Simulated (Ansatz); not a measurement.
ZnO (wurtzite)

```xyz
4
Lattice="3.2298 0.0000 0.0000 -1.6149 2.7970 0.0000 0.0000 0.0000 5.2148" Properties=species:S:1:pos:R:3 pbc="T T T"
Zn     1.6149     0.9323     0.0106
Zn     0.0000     1.8647     2.6180
O      1.6149     0.9323     3.2496
O      0.0000     1.8647     0.6422
```

Scan: atom 2 (Zn, nearest neighbour O at 1.969 Å; its periodic images, 3.2 Å or more away, move with it) is displaced along Cartesian z, direction (0.000, 0.000, 1.000) in Cartesian axes, by s. The other atoms stay.

Level of theory: PBEsol (plane waves to 420 eV, PAW, scalar-relativistic; Ansatz, a first-principles code). k mesh 9×9×5 (Γ-centred), Fermi-Dirac smearing 0.05 eV. Energies are smeared free energies. Compression counts positive. F∥ is the force on the atom along that direction. ZnO was relaxed with its symmetry unable to fall. The zero of ΔE is the undisplaced structure.

| s (Å) | ΔE (meV/cell) | F∥ (eV/Å) | P (GPa) |
|---|---|---|---|
| -0.390 | 1625 | 11.353 | 12.3 |
| -0.312 | 903 | 7.382 | 7.0 |
| -0.234 | 444 | 4.540 | 3.5 |
| -0.156 | 174 | 2.505 | 1.4 |
| -0.078 | 38 | 1.045 | 0.3 |
| 0.000 | 0 | 0.000 | 0.0 |
| 0.078 | 31 | -0.739 | 0.3 |
| 0.156 | 109 | -1.248 | 0.9 |
| 0.234 | 220 | -1.576 | 1.8 |
| 0.312 | 351 | -1.760 | 2.8 |
| 0.390 | 492 | -1.834 | 3.9 |

Key numbers:

```
Quantity                                                                                                                                             Value
--------------------------------------------------------  ------------------------------------------------------------------------------------------------
Energy at s = 0.390 Å                                                                                                                         492 meV/cell
Force along the line at s = -0.390 Å                                                                                                             11.4 eV/Å
Symmetry of the curve                                                                                  not even: the negative side lies higher at ±0.390 Å
Shape of the curve                                                                          a single well with its minimum at or next to zero displacement
Force constant k = d²E/ds² at s = 0 (finite differences)                                                                                        11.2 eV/Å²
Harmonic estimate at the end of the scan                  ½ks² = 855 meV/cell against the computed 492 meV/cell, so the well is softer than harmonic there
```

(For displaced atoms, the force is minus the slope of the energy, and its curvature is a force constant, which sets phonon frequencies.)
